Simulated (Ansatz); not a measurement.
Values for one crystal, relaxed and computed with r²SCAN in the plane-wave PAW code Ansatz; other levels are named.

| Item | Value |
|---|---|
| Volume per atom | 14.20 Å³ |
| Electronic character | metallic (no gap) |
| Formation energy from the elements (no fitted shifts) | -0.73 eV/atom |
| Density of states at the Fermi level | 0.37 states/eV per atom (mean over ±0.08 eV) |

Q: Pick the material that matches.
A) YZnSi, P-6m2 (Y on 1a, Zn on 1d, Si on 1f)
B) Nb5SiB2, I4/mcm (Nb on 4c, Nb on 16l, Si on 4a, B on 8h)
C) NbMoO4, Cmmm (Nb on 2c, Mo on 2a, O on 4h, O on 4i)
D) SiSnPt5, P4/mmm (Si on 1b, Sn on 1c, Pt on 4i, Pt on 1a)

A: B, Nb5SiB2, I4/mcm (Nb on 4c, Nb on 16l, Si on 4a, B on 8h)

The workflow started from a Materials Project entry (that database holds measured and hypothetical structures alike); the Crystallography Open Database copy checked does not list it. Whether it is the stable phase at ambient conditions was not checked. Symmetry was held in the r²SCAN relaxation; whether a distortion lowers the energy is not shown. No spin polarisation was allowed. The references are the lowest solids computed at this level, not always the standard phases. Spin–orbit coupling is left out wherever it is not named.

Potentials: the later of the program's two PAW sets.
